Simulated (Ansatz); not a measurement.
Space group Pnma (No. 62). a = 6.597 Å, b = 7.308 Å, c = 4.751 Å, α = 90.00°, β = 90.00°, γ = 90.00°
| atom | site | symmetry | x | y | z |
| --- | --- | --- | --- | --- | --- |
| Al | 4c | .m. | 0.0099 | 0.2500 | 0.9159 |
| Al | 8d | 1 | 0.1706 | 0.4430 | 0.3668 |
| Ni | 4c | .m. | 0.8702 | 0.2500 | 0.4434 |

Equation of state of this Al3Ni structure (not necessarily the ground state), with shape and atoms relaxed at each volume where symmetry leaves them free. It has no gap at any of these volumes. All numbers below come from Ansatz 0.2.0, DFT r2SCAN, scalar-relativistic, plane waves, PAW.

Cutoff 500 eV; k points 6×6×8 on the computed 16-atom cell (Γ-centred); Gaussian smearing, width 0.10 eV; no spin polarisation.

| V (Å³/atom) | E − E(largest V) (meV/atom) | P (GPa) |
| --- | --- | --- |
| 12.599 | 53.60 | 21.06 |
| 13.029 | 6.23 | 14.48 |
| 13.458 | -24.83 | 8.86 |
| 13.888 | -41.95 | 4.09 |
| 14.317 | -47.24 | -0.01 |
| 14.747 | -42.41 | -3.49 |
| 15.176 | -29.00 | -6.42 |
| 15.749 | 0.00 | -9.66 |

Question: Fit a third-order Birch–Murnaghan equation to E(V).

Answer: V0 = 14.32 Å³/atom, B0 = 125 GPa, B0' = 4.3.

Cost: 8 runs of about 60 core-minutes in all, on Oxide Virtual Turin-like Processor (Zen 5) (shared hosts).